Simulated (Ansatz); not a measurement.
Density of states of a InAg$_{2}$SnPb$_{4}$ cell (elements on a fcc lattice, relaxed), per eV and atom, broadened by Gaussian smearing of width 0.1 eV and averaged over bins of 0.4 eV, from 8 eV under the Fermi level at most up to where the solved bands end.

All numbers below come from DFT PBE, scalar-relativistic, plane waves, PAW in Ansatz 0.2.0.

Plane waves to 420 eV, a k mesh through Γ of 5×5×5 on the computed 16-atom cell and Gaussian smearing (0.10 eV); no spin polarisation.

```yaml
crystal:
  lattice:
    - [-5.33324, 4.69613, -4.35463]
    - [5.40458, 4.63437, 4.20270]
    - [5.52191, -4.54897, -4.46415]
  atoms:
    - { symbol: Ag, position: [0.95489, 0.20958, 0.65360] }
    - { symbol: Ag, position: [0.49845, 0.90519, 0.90225] }
    - { symbol: Ag, position: [0.78379, 0.98769, 0.28060] }
    - { symbol: Ag, position: [0.00561, 0.77890, 0.29157] }
    - { symbol: In, position: [0.68003, 0.69705, 0.43405] }
    - { symbol: In, position: [0.83646, 0.33291, 0.08188] }
    - { symbol: Sn, position: [0.17413, 0.00043, 0.72239] }
    - { symbol: Sn, position: [0.20085, 0.35111, 0.06729] }
    - { symbol: Pb, position: [0.50796, 0.99292, 0.57285] }
    - { symbol: Pb, position: [0.77869, 0.47239, 0.72798] }
    - { symbol: Pb, position: [0.23928, 0.24234, 0.44611] }
    - { symbol: Pb, position: [0.10009, 0.56649, 0.56012] }
    - { symbol: Pb, position: [0.55990, 0.22951, 0.25401] }
    - { symbol: Pb, position: [0.88576, 0.91223, 0.94134] }
    - { symbol: Pb, position: [0.51327, 0.53728, 0.94093] }
    - { symbol: Pb, position: [0.26382, 0.76464, 0.10866] }
```

```
E − E_F (eV) total Ag 4d Pb 6p Pb 6s Sn 5p
       -7.85  0.389  0.020  0.034  0.280  0.011
       -7.45  0.281  0.019  0.024  0.192  0.006
       -7.05  0.337  0.035  0.035  0.120  0.005
       -6.65  0.258  0.031  0.027  0.078  0.004
       -6.25  0.037  0.006  0.003  0.011  0.001
       -5.85  0.143  0.048  0.023  0.006  0.010
       -5.45  0.649  0.416  0.052  0.020  0.023
       -5.05  1.164  0.964  0.070  0.022  0.024
       -4.65  2.253  2.007  0.113  0.031  0.030
       -4.25  1.674  1.450  0.083  0.041  0.020
       -3.85  0.946  0.757  0.055  0.028  0.019
       -3.45  0.258  0.086  0.072  0.013  0.018
       -3.05  0.379  0.061  0.153  0.019  0.049
       -2.65  0.471  0.052  0.226  0.025  0.060
       -2.25  0.458  0.036  0.231  0.028  0.065
       -1.85  0.489  0.030  0.256  0.033  0.069
       -1.45  0.501  0.025  0.271  0.035  0.063
       -1.05  0.486  0.021  0.259  0.033  0.063
       -0.65  0.508  0.018  0.269  0.032  0.073
       -0.25  0.488  0.015  0.258  0.031  0.068
        0.15  0.481  0.013  0.255  0.029  0.068
        0.55  0.488  0.011  0.257  0.027  0.066
```

The columns after the total are the largest Löwdin projections on the valence shells of the potentials, so they needn't add up, and the weight of a shell that a potential lacks goes to other orbitals. The cell has no gap on the mesh.

The relaxation stopped before its thresholds.

Spin-orbit coupling is left out, which matters for the bands of heavy elements.

Cost: 2 runs of about 30 core-minutes in all (earlier runs that led there not counted), on Arm Neoverse V2 (shared hosts).